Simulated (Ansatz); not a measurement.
**Kick test of a cell of Zn3Cd2Se5**

It was reached by relaxing an invented guess, and it needn't be the stable form of this composition.

These are results of DFT PBE, scalar-relativistic, plane waves, PAW in Ansatz 0.2.0, not measurements. Settings: cutoff 420 eV, Γ-centred mesh 10×10×10 on the computed 10-atom cell, Gaussian smearing of 0.02 eV; no spin polarisation.

The cell below (10 atoms, space group I-4m2 (No. 119)) is relaxed within its symmetry.

```yaml
crystal:
  lattice:
    - [-2.08210, 2.08210, 14.91978]
    - [2.08210, -2.08210, 14.91978]
    - [2.08210, 2.08210, -14.91978]
  atoms:
    - { symbol: Zn, position: [0.40695, 0.40695, 0.00000] }
    - { symbol: Zn, position: [0.00000, 0.00000, 0.00000] }
    - { symbol: Zn, position: [0.59305, 0.59305, 0.00000] }
    - { symbol: Cd, position: [0.80521, 0.80521, 0.00000] }
    - { symbol: Cd, position: [0.19479, 0.19479, 0.00000] }
    - { symbol: Se, position: [0.36077, 0.86077, 0.50000] }
    - { symbol: Se, position: [0.95352, 0.45352, 0.50000] }
    - { symbol: Se, position: [0.54648, 0.04648, 0.50000] }
    - { symbol: Se, position: [0.13923, 0.63923, 0.50000] }
    - { symbol: Se, position: [0.75000, 0.25000, 0.50000] }
```

For the test it was strained at random (σ = 1.5 % a component), the atoms were moved at random (σ = 0.10 Å), and all was relaxed again on a coarse 4×4×4 mesh (in the run’s order of axes) with 0.10 eV smearing, with no symmetry imposed.

Q: What happens?

A: It returns, within 1 meV/atom of the unmoved cell on that mesh and with the same symmetry when read at 0.1 Å. No instability shows in this cell; modes of other wave vectors, which need another repeat, aren't tested.
